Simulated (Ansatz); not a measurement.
SrGaSn in space group P6_3/mmc (No. 194; Ga on 4f, Sr on 2a, Sn on 4f, Sr on 2b) at seven volumes, plane-wave PAW r²SCAN (Ansatz code), shape and atoms relaxed at each. One row is withheld.

| V (Å³/atom) | P (GPa) |
|---|---|
| 25.877 | 4.62 |
| 26.730 | 2.85 |
| 27.583 | ? |
| 28.436 | 0.00 |
| 29.289 | -1.13 |
| 30.142 | -2.10 |
| 30.995 | -2.93 |

**Question.** Fit the shown pressures and predict the withheld one.

**Answer.** Third-order Birch–Murnaghan: P = (3/2)B₀(x^(7/2) − x^(5/2))[1 + (3/4)(B′ − 4)(x − 1)] with x = (V₀/V)^(2/3). Least squares on the six rows gives V₀ = 28.437 Å³/atom, B₀ = 40.52 GPa, B′ = 4.03. At V = 27.583, x = 1.0205 and P = 1.31 GPa. The run itself gave 1.32 GPa.

The workflow started from an entry of the Crystallography Open Database (COD). Whether it is the stable phase at ambient conditions was not checked. The r²SCAN relaxation kept the symmetry of its start; its stability against distortions is not shown here. Spin–orbit coupling is left out wherever it is not named.

Potentials: the later of the program's two PAW sets.
